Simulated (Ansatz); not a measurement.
BPd2:
```xyz
6
Lattice="4.6439 0.0000 0.0000 0.0000 5.0569 0.0000 0.0000 0.0000 3.0911" Properties=species:S:1:pos:R:3 pbc="T T T"
B      2.3220     2.5284     1.5455
B      0.0000     0.0000     0.0000
Pd     3.4887     0.7859     1.5455
Pd     1.1552     4.2710     1.5455
Pd     1.1668     1.7425     0.0000
Pd     3.4772     3.3144     0.0000
```

This is the LDA-relaxed structure.

All from DFT-LDA in the program Ansatz with PAW potentials, unless another level is named. Predict the bulk modulus (Birch–Murnaghan fit).

214 GPa.

Next, the highest zone-centre frequency?

604 cm⁻¹.

Space group Pnnm. The first step of the workflow began from a Materials Project structure, measured or hypothetical; the Crystallography Open Database files this formula in space group No. 58, but the cells were not matched. Whether it is the stable phase at ambient conditions was not checked. Symmetry was held in the LDA relaxation; whether a distortion lowers the energy is not shown. The run is not spin-polarised. As this level gives no gap, phonon frequencies hold no LO–TO term and depend on the k-mesh and smearing (Fermi–Dirac, 0.1 eV here).

Potentials: the later of the program's two PAW sets.
